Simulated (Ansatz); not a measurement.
# Zone-centre phonons of ScPt$_{3}$: input and output

Computed with Ansatz, DFT LDA, scalar-relativistic, plane waves, PAW.

Launched with:
```bash
ansatz run input.yaml --threads 1 --pin off --max-ram 3072MiB --backend cpu --events-out ev --progress --plain --runs-dir out
```

Input (bare energies are in eV):
```yaml
crystal:
  lattice:
    - [3.9240795475, 0.0, 0.0]
    - [0.0, 3.9240795475, 0.0]
    - [0.0, 0.0, 3.9240795475]
  atoms:
    - { symbol: Sc, position: [0.0, 0.0, 0.0] }
    - { symbol: Pt, position: [0.0, 0.5, 0.5] }
    - { symbol: Pt, position: [0.5, 0.0, 0.5] }
    - { symbol: Pt, position: [0.5, 0.5, 0.0] }
basis:
  ecutwfc: 420
kpoints:
  mp_grid: { grid: [10, 10, 10] }
hamiltonian:
  xc: lda
scf:
  occupations: { method: fermi_dirac, width: 0.15 }
output:
  eigenvalues: true
phonons:
  method: dfpt
  eigenvectors: true
```

The end of the output:
```
--- Phonons (Γ-DFPT): 3 representative perturbations + reference, on 216 of 1000 k-points (Σ response iterations 9) ---
  k mesh reduced under 8 symmetry operations, with k and −k counted as one. Each operation leaves every solved displacement unchanged or reverses it
  ASR residual: 6.113e-4 → 0.000e0 eV/Å²; symmetrization residual: 6.364e-6 eV/Å²
  ASR residual per site (eV/Å²): 6.11e-4 4.42e-4 4.42e-4 4.42e-4
  Γ frequencies (cm⁻¹): 0.00 0.00 0.00 128.27 128.27 128.27 166.33 166.33 166.33 237.53 237.53 237.53
  non-analytic LO–TO correction: not included (Born effective charges unavailable; polar crystals: no LO–TO splitting at Γ)
```

It took 4 min on 1 thread of Arm Neoverse V1, with other jobs on the host, peak memory 1.6 GiB.

In a metal, frequencies and elastic constants depend on the k mesh and the smearing, soft modes and shear constants most. Spin–orbit coupling is left out, which can shift energies with elements as heavy as these.